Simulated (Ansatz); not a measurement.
Consider the following.

SiNi:
```cif
data_Ni4Si4
_chemical_formula_sum 'Si4 Ni4'
_space_group_name_H-M_alt 'P 1'
_space_group_IT_number 1
_cell_length_a 4.46438
_cell_length_b 4.46438
_cell_length_c 4.46438
_cell_angle_alpha 90.000
_cell_angle_beta 90.000
_cell_angle_gamma 90.000
loop_
_space_group_symop_operation_xyz
  'x, y, z'
loop_
_atom_site_label
_atom_site_type_symbol
_atom_site_fract_x
_atom_site_fract_y
_atom_site_fract_z
_atom_site_occupancy
Si1 Si 0.65307 0.15307 0.34693 1
Si2 Si 0.84693 0.84693 0.84693 1
Si3 Si 0.15307 0.34693 0.65307 1
Si4 Si 0.34693 0.65307 0.15307 1
Ni1 Ni 0.35135 0.85135 0.64865 1
Ni2 Ni 0.14865 0.14865 0.14865 1
Ni3 Ni 0.85135 0.64865 0.35135 1
Ni4 Ni 0.64865 0.35135 0.85135 1
```

This is the r²SCAN-relaxed structure.

**Question.** All from plane-wave PAW r²SCAN (Ansatz code), unless another level is named. Estimate the bulk modulus (Birch–Murnaghan fit).

**Answer.** 203 GPa.

**Question.** And the elastic constants (relaxed ions, GPa)?

**Answer.** C11 = 244, C12 = 183, C44 = 70.9.

**Question.** Predict the highest zone-centre frequency.

**Answer.** 389 cm^-1.

Space group P2_13. The first step of the workflow began from a Materials Project structure, measured or hypothetical; the Crystallography Open Database copy checked does not list it. It is not the phase usual at ambient conditions (space group No. 62). Symmetry was held in the r²SCAN relaxation; its stability against distortions is not shown here. The run is not spin-polarised. As this level gives no gap, shear constants depend on the k-mesh and smearing (Fermi–Dirac, 0.1 eV here). As this level gives no gap, phonon frequencies hold no LO–TO term and depend on the k-mesh and smearing (Fermi–Dirac, 0.1 eV here).

Potentials: the later of the program's two PAW sets.
